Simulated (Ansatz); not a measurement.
A calculation with the code Ansatz. Plane-wave DFT: natural occupations of the f shells on orthogonalised atomic orbitals at the end of the run, rising, by spin; atoms or cell relaxed as the task says.

```
cell
1.0
     7.4988    0.0000    0.0000
     0.0000    4.4788    0.0000
     0.0000    0.0000    8.5573
Eu In Pd
4 4 4
Direct
  0.0348 0.2500 0.6771
  0.4652 0.7500 0.1771
  0.5348 0.2500 0.8229
  0.9652 0.7500 0.3229
  0.2717 0.2500 0.3741
  0.2283 0.7500 0.8741
  0.7717 0.2500 0.1259
  0.7283 0.7500 0.6259
  0.1417 0.2500 0.0623
  0.3583 0.7500 0.5623
  0.6417 0.2500 0.4377
  0.8583 0.7500 0.9377
```

Starting moments (μB): Eu number 1 7.42, Eu number 2 7.42, Eu number 3 7.42, Eu number 4 7.42; others 0.

| quantity | value |
| --- | --- |
| cell charge | 0 e |
| spin | collinear |
| scf start | atoms |
| lower state search | light |
| functional | PBEsol |
| wave cutoff | 420 eV |
| k mesh | 4, 4, 4 |
| k shift | 0, 0, 0 mesh steps |
| gaussian smearing | 0.1 eV |
| task | relax cell and atoms |

Problem. How are the f shells occupied at the end?

Solution. 

| shell atom | shell element | shell spin | shell occupation 1 (e) | shell occupation 2 (e) | shell occupation 3 (e) | shell occupation 4 (e) | shell occupation 5 (e) | shell occupation 6 (e) | shell occupation 7 (e) |
| --- | --- | --- | --- | --- | --- | --- | --- | --- | --- |
| 1 | Eu | up | 0.95 | 0.96 | 0.96 | 0.97 | 0.97 | 0.98 | 0.98 |
| 1 | Eu | down | 0 | 0 | 0 | 0.01 | 0.01 | 0.01 | 0.01 |
| 2 | Eu | up | 0.95 | 0.96 | 0.96 | 0.97 | 0.97 | 0.98 | 0.98 |
| 2 | Eu | down | 0 | 0 | 0 | 0.01 | 0.01 | 0.01 | 0.01 |
| 3 | Eu | up | 0.95 | 0.96 | 0.96 | 0.97 | 0.97 | 0.98 | 0.98 |
| 3 | Eu | down | 0 | 0 | 0 | 0.01 | 0.01 | 0.01 | 0.01 |
| 4 | Eu | up | 0.95 | 0.96 | 0.96 | 0.97 | 0.97 | 0.98 | 0.98 |
| 4 | Eu | down | 0 | 0 | 0 | 0.01 | 0.01 | 0.01 | 0.01 |

Caveats: 4f shell without a U, which puts 4f levels too near the Fermi level; coarse k mesh; occupations loosely converged; open f or d shells may hold a state above the lowest.
